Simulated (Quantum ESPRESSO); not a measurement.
# Al3ZnN3O: convergence and cost over cutoff and k mesh

A calculation, not a measurement. The program is pw.x of Quantum ESPRESSO 7.5 (plane-wave density functional theory). The cell is made up: 8 atoms on a wurtzite lattice, with randomly drawn elements, strain and displacements, not relaxed. PseudoDojo standard norm-conserving files (v0.5 for PBE, v0.4.1 for LDA and PBEsol) set the functional; there is no spin polarisation, spin-orbit coupling or dispersion term, and the masses in the input are unused placeholders.

Input of the run in row 2:

```
&control calculation='scf', pseudo_dir='./dojo.nc.sr.pbe.v0_5.standard.upf', outdir='./o', disk_io='medium', tprnfor=.true., tstress=.true. /
&system ibrav=0, nat=8, ntyp=4, nbnd=31, ecutwfc=84.00895049, nosym=.true., tot_charge=0,
 occupations='smearing', smearing='fd', degauss=0.0018374661
/
&electrons conv_thr=7.350e-09, electron_maxstep=60, /
ATOMIC_SPECIES
Al 1.0 Al.upf
N 1.0 N.upf
O 1.0 O.upf
Zn 1.0 Zn.upf
CELL_PARAMETERS angstrom
3.0639 0.0011 -0.0431
0.0019 5.3266 0.0183
-0.0704 0.0173 5.1132
ATOMIC_POSITIONS angstrom
Al -0.0073 -0.0372 0.0177
Zn 1.552 2.7018 -0.0278
Al 1.5404 0.897 2.5228
Al -0.0445 3.5581 2.5589
N -0.0302 0.0116 1.9111
N 1.5541 2.6498 1.9636
N 1.4741 0.8695 4.4688
O -0.0737 3.5497 4.5143
K_POINTS automatic
6 4 4 1 1 1
```

The same cell was run at these settings. Meshes are shifted by half a step, and differences are from the last row, which is itself not exact.

```
cutoff (eV)     k mesh  k points solved  threshold (eV)  free energy less the last row's (eV)  pressure (GPa)  largest stress difference (GPa)  largest force difference (eV/Å)  iterations  wall time (s)  k-point pools              processor
        800  2 x 2 x 2                4           1e-04                                 0.925          -17.39                            32.69                            0.258           9             20              1  AMD EPYC, Zen 5 class
       1143  6 x 4 x 4               48           1e-07                                 0.001           10.73                             0.02                            0.001          12            227              1  AMD EPYC, Zen 5 class
       1437  8 x 6 x 6              144           1e-07                                 0.000           10.72                             0.00                            0.000          12            984              1  AMD EPYC, Zen 5 class
```

Each pool is one process. Wall times include start-up and a band step at six k points, which weighs most on the coarsest meshes. The runs were on shared virtual cores whose load varied, so times are rough.